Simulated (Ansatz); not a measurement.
Structure relaxation, Mo

The start is a relaxed Mo cell, doubled along one cell vector, shaken by Gaussian noise of σ = 0.08 Å a coordinate. Cell shape, volume and atoms are optimised at zero target pressure with r2SCAN (plane waves to 500 eV, PAW, scalar-relativistic; Ansatz, a first-principles code). First-step values are on the input's coarse k-mesh.

Ansatz input (later rounds restart from its end on a renewed k-mesh):
Ansatz 0.2 input:
```yaml
crystal:
  lattice:
    - [-1.5752963054, 1.5752963054, 1.5752963054]
    - [3.1505926108, -3.1505926108, 3.1505926108]
    - [1.5752963054, 1.5752963054, -1.5752963054]
  atoms:
    - { symbol: Mo, position: [-0.016464438, 0.0013109837, 0.0278237249] }
    - { symbol: Mo, position: [0.0355112153, 0.5436354962, -0.0135737188] }
basis: { ecutwfc: 500, ecutrho_ratio: 4, xc_grid: 4, fft_grid_basis: typed }
kpoints: { mp_grid: { grid: [14, 7, 14] } }
hamiltonian:
  xc: r2scan
  dispersion: none
  pseudopotentials: { kind: paw }
scf: { occupations: { method: fermi_dirac, width: 0.05 } }
relax: { f_tol: 0.01, max_steps: 100, cell: { stress_tol: 0.02 } }
output: { forces: true, stress: true }
```

```yaml
initial_pressure: "+5.9 GPa (positive: the cell is compressed)"
energy_released: 0.20 to 0.21 eV/atom (the two k-meshes of the run give this range)
relative_to_the_parent: It returns to the parent structure, Im-3m (No. 229)
Shortest distances (start → end): "The closest pairs of elements (up to four, under 3.6 Å), start → end: Mo–Mo 2.52 → 2.73 Å"
band_gap_at_the_end: no gap (metallic)
optimiser_moves: 7
```

Final structure:

```cif
data_Mo2
_chemical_formula_sum 'Mo2'
_space_group_name_H-M_alt 'Im-3m'
_space_group_IT_number 229
_space_group_name_Hall '-I 4 2 3'
_cell_length_a 3.15061
_cell_length_b 3.15061
_cell_length_c 3.15061
_cell_angle_alpha 90.000
_cell_angle_beta 90.000
_cell_angle_gamma 90.000
loop_
_atom_site_label
_atom_site_type_symbol
_atom_site_symmetry_multiplicity
_atom_site_Wyckoff_symbol
_atom_site_fract_x
_atom_site_fract_y
_atom_site_fract_z
_atom_site_occupancy
Mo1 Mo 2 a 0.00000 0.00000 0.00000 1
```
(The calculation used a cell of 1 atom; values per cell refer to that cell.)

Final values are on a 21×21×21 k-mesh of the relaxed cell. No spin polarisation in the result.

The run could not lose the symmetry of its start.
